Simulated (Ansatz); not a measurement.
Hf:
```
CELL_PARAMETERS angstrom
     -1.76883     1.76883     1.76883
      1.76883    -1.76883     1.76883
      1.76883     1.76883    -1.76883
ATOMIC_POSITIONS crystal
  Hf 0.00000 0.00000 0.00000
```

Relaxed with r²SCAN. Special points in fractions of this cell's reciprocal vectors: Γ (0.000, 0.000, 0.000); H (0.500, -0.500, 0.500); N (0.000, 0.000, 0.500); P (0.250, 0.250, 0.250).

### Question
List the band energies nearest the Fermi level at these points for r²SCAN with spin–orbit coupling in the plane-wave PAW code Ansatz.

### Answer
In eV from the Fermi level; about four levels below and three above (degenerate sets whole), none deeper than 8.9 eV; points with the same levels are listed once.

```
k                    below                          above
-  -----------------------  -----------------------------
Γ              -7.45 -7.45            1.60 1.60 1.60 1.60
H  -2.80 -2.80 -2.80 -2.80  6.32 6.32 6.98 6.98 6.98 6.98
N  -3.55 -3.55 -0.46 -0.46            0.84 0.84 4.47 4.47
P  -0.57 -0.57 -0.57 -0.57            5.66 5.66 5.66 5.66
```

Space group Im-3m (bcc (W type)). This is a known high-temperature phase of the composition, computed here at zero pressure and temperature. The r²SCAN relaxation kept the symmetry of its start. At this level the phase is mechanically unstable. No spin polarisation was allowed.

Potentials: the earlier of the program's two PAW sets. The files were generated under PBE; for other functionals the program regenerates the frozen cores, and for LDA and PBEsol the local potential too.
